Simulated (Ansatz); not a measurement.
# Ta$_{2}$GeB$_{2}$: computed property card

Ta$_{2}$GeB$_{2}$:
Space group P-6m2 (No. 187); a = b = 3.157 Å, c = 6.990 Å, α = β = 90.00°, γ = 120.00°

```json
[
 {"atom": "Ta", "site": "2h", "symmetry": "3m.", "x": "0.3333", "y": "0.6667", "z": "0.2789"},
 {"atom": "Ge", "site": "1a", "symmetry": "-6m2", "x": "0.0000", "y": "0.0000", "z": "0.0000"},
 {"atom": "B", "site": "1b", "symmetry": "-6m2", "x": "0.0000", "y": "0.0000", "z": "0.5000"},
 {"atom": "B", "site": "1f", "symmetry": "-6m2", "x": "0.6667", "y": "0.3333", "z": "0.5000"}
]
```

Space group P-6m2 (No. 187); conventional cell a = b = 3.1566 Å, c = 6.9901 Å, α = β = 90.00°, γ = 120.00°.

Method: DFT-PBEsol in the program Ansatz with PAW potentials. Structure relaxed to zero pressure with the same functional. Other levels are named where they apply.

### Cell and energy

| Quantity | Value |
|---|---|
| Volume per atom | 12.06 Å³ |
| Density | 12.56 g/cm³ |
| Formation energy from the elements (no fitted shifts) | -60 kJ/mol-atom |

### Electronic structure

| Property | Value |
|---|---|
| Electronic character | metallic (no gap) |
| Density of states at the Fermi level | 0.35 states/eV per atom (mean over ±0.08 eV) |
| Gap with spin–orbit coupling | none (metallic) |

### Mechanics

| Property | Result |
|---|---|
| Bulk modulus (Birch–Murnaghan fit) | 239 GPa |
| Pressure derivative B′ | 4.5 |

### Phonons

| Quantity | Value |
|---|---|
| Highest zone-centre frequency | 741 cm⁻¹ |
| Zone-centre stability | no imaginary mode at Γ |

The start of the workflow was typed in or built on a structure type; neither database checked (COD, Materials Project) lists it. Whether it is the stable phase at ambient conditions was not checked. Symmetry was held in the PBEsol relaxation. The run is not spin-polarised. As this level gives no gap, phonon frequencies hold no LO–TO term and depend on the k-mesh and smearing (Fermi–Dirac, 0.1 eV here). The references are the lowest solids computed at this level, not always the standard phases. Spin–orbit coupling is left out wherever it is not named.

Potentials: the earlier of the program's two PAW sets. The files were generated under PBE; for other functionals the program regenerates the frozen cores, and for LDA and PBEsol the local potential too.
